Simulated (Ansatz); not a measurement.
LuAu2:
```yaml
crystal:
  lattice:
    - [-1.82528, 1.82528, 4.45417]
    - [1.82528, -1.82528, 4.45417]
    - [1.82528, 1.82528, -4.45417]
  atoms:
    - { symbol: Lu, position: [0.00000, 0.00000, 0.00000] }
    - { symbol: Au, position: [0.66438, 0.66438, 0.00000] }
    - { symbol: Au, position: [0.33562, 0.33562, 0.00000] }
```

Relaxed with r²SCAN. Special points in fractions of this cell's reciprocal vectors: Γ (0.000, 0.000, 0.000); X (0.000, 0.000, 0.500); P (0.250, 0.250, 0.250); N (0.000, 0.500, 0.000); M (0.500, 0.500, -0.500); S (0.292, 0.708, -0.292); S0 (-0.292, 0.292, 0.292); R (-0.084, 0.084, 0.500); G (0.500, 0.500, -0.084).

List the band energies nearest the Fermi level at these points for r²SCAN in the plane-wave PAW code Ansatz.

In eV from the Fermi level; about four levels below and three above (degenerate sets whole), none deeper than 8.9 eV; points with the same levels are listed once.

| k | below | above |
|---|---|---|
| Γ | -4.51 -4.51 -3.56 -0.99 | 1.91 2.01 2.19 2.19 |
| X | -3.80 -3.09 -1.19 -0.78 | 1.03 2.04 2.75 |
| P | -3.93 -3.02 -1.07 -1.07 | 0.40 3.68 3.68 |
| N | -4.15 -3.55 -3.46 -2.79 | 0.48 0.92 2.93 |
| M | -4.09 -4.09 -4.02 -3.13 | 1.90 4.11 4.30 4.30 |
| S | -3.46 -3.12 -2.76 -2.02 | 2.39 2.87 2.88 |
| R | -3.84 -3.13 -2.02 -0.46 | 1.94 2.39 2.86 |

Space group I4/mmm (MoSi2 or CaC2 type). The workflow started from a Materials Project entry (that database holds measured and hypothetical structures alike); the Crystallography Open Database copy checked does not list it. With Lu and Au taken as one species the cell has the higher symmetry I4/mmm, so it may be an ordered model of a mixed-site phase. Its standing as an ambient phase is unchecked. The cell was relaxed with r²SCAN under the symmetry of its start; its stability against distortions is not shown here. Spin–orbit coupling is left out wherever it is not named.

Potentials: the later of the program's two PAW sets.
